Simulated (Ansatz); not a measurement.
SrO:
```yaml
crystal:
  lattice:
    - [0.00000, 2.56124, 2.56124]
    - [2.56124, 0.00000, 2.56124]
    - [2.56124, 2.56124, 0.00000]
  atoms:
    - { symbol: Sr, position: [0.50000, 0.50000, 0.50000] }
    - { symbol: O, position: [0.00000, 0.00000, 0.00000] }
```

Relaxed with PBEsol. Special points in fractions of this cell's reciprocal vectors: Γ (0.000, 0.000, 0.000); X (0.500, 0.000, 0.500); U (0.625, 0.250, 0.625); K (0.375, 0.375, 0.750); L (0.500, 0.500, 0.500); W (0.500, 0.250, 0.750).

**Question.** List the band energies nearest the valence-band maximum at these points for DFT-PBEsol with spin–orbit coupling in the program Ansatz with PAW potentials.

**Answer.** In eV from the valence-band maximum; about four levels below and three above (degenerate sets whole), none deeper than 8.9 eV; points with the same levels are listed once.

| k | below | above |
|---|---|---|
| Γ | 0.00 0.00 0.00 0.00 | 3.91 3.91 6.20 6.20 6.20 6.20 |
| X | -0.12 -0.12 -0.05 -0.05 | 3.18 3.18 7.87 7.87 |
| U | -0.59 -0.59 -0.46 -0.46 | 4.72 4.72 7.88 7.88 |
| L | -1.18 -1.18 -1.16 -1.16 | 6.55 6.55 8.32 8.32 |
| W | -0.48 -0.48 -0.39 -0.39 | 5.97 5.97 5.97 5.97 |

Space group Fm-3m (rock salt). Symmetry was held in the PBEsol relaxation.

Potentials: the later of the program's two PAW sets.
